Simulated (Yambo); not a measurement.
```
CELL_PARAMETERS angstrom
      4.98195     0.00000     0.00000
      0.00000     8.27129     0.00000
     -2.41965     0.00000     4.44520
ATOMIC_POSITIONS crystal
  O  0.43450 0.44585 0.59603
  O  0.56550 0.94585 0.40397
  O  0.91247 0.54428 0.47058
  O  0.08753 0.04428 0.52942
  O  0.35094 0.73169 0.69077
  O  0.64906 0.23169 0.30923
  O  0.69123 0.01096 0.99725
  O  0.30877 0.51096 0.00275
  Al 0.42047 0.93213 0.65458
  Al 0.57953 0.43213 0.34542
  P  0.25200 0.55839 0.68962
  P  0.74800 0.05839 0.31038
```

AlPO$_{4}$ (space group P2_1, No. 4): mean Im ε in 1 eV windows above the direct gap of 8.73 eV, for different electron-hole kernels (Yambo, broadening 0.15 eV, norm-conserving LDA (Quantum ESPRESSO, 84 Ry, without SOC) bands; 4×2×4 mesh, 20 valence and 14 conduction bands, static screening with 100 bands and a 3 Ry block, scissor 3.21 eV, Tamm-Dancoff; field along x).

```
window (eV)   independent quasiparticles  RPA (no attraction)  BSE
------------  --------------------------  -------------------  ---
8.7 to 9.7                           0.0                  0.0  3.5
9.7 to 10.7                          0.2                  0.1  2.1
10.7 to 11.7                         0.6                  0.5  1.1
11.7 to 12.7                         2.1                  1.4  1.8
12.7 to 13.7                         2.3                  2.0  1.3
```

This run doesn't resolve bound excitons or single peaks, so only averages are given, and they too depend on the mesh; weight that the attraction moves below the gap isn't listed. All transitions below 14.65 eV are in the band window. The scissor comes from a G0W0 run whose convergence isn't established.

Geometry of the Materials Project entry, not relaxed at this level.
